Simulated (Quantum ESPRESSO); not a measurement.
```cif
data_BrRb
_chemical_formula_sum 'Br1 Rb1'
_space_group_name_H-M_alt 'P 1'
_space_group_IT_number 1
_cell_length_a 3.99024
_cell_length_b 3.99024
_cell_length_c 4.10594
_cell_angle_alpha 90.000
_cell_angle_beta 90.000
_cell_angle_gamma 90.000
loop_
_space_group_symop_operation_xyz
  'x, y, z'
loop_
_atom_site_label
_atom_site_type_symbol
_atom_site_fract_x
_atom_site_fract_y
_atom_site_fract_z
_atom_site_occupancy
Br1 Br 0.50000 0.50000 0.50000 1
Rb1 Rb 0.00000 0.00000 0.00000 1
```

The PBEsol cell relaxed from Materials Project entry mp-23303 was given a biaxial strain of -2 % along x and y, z relaxed, and the atoms were relaxed again.

Problem. What does PBEsol (Quantum ESPRESSO, PseudoDojo norm-conserving, 46 Ry, no spin-orbit coupling) give for the electronic structure near the Fermi level?

Solution. The PBEsol gap is indirect, 4.09 eV, from R to Γ; the smallest direct gap is 4.24 eV. Spin-orbit splittings are left out.

This is not the ordinary phase of the substance; no match was found in the copy of COD used, and its stability was not checked.
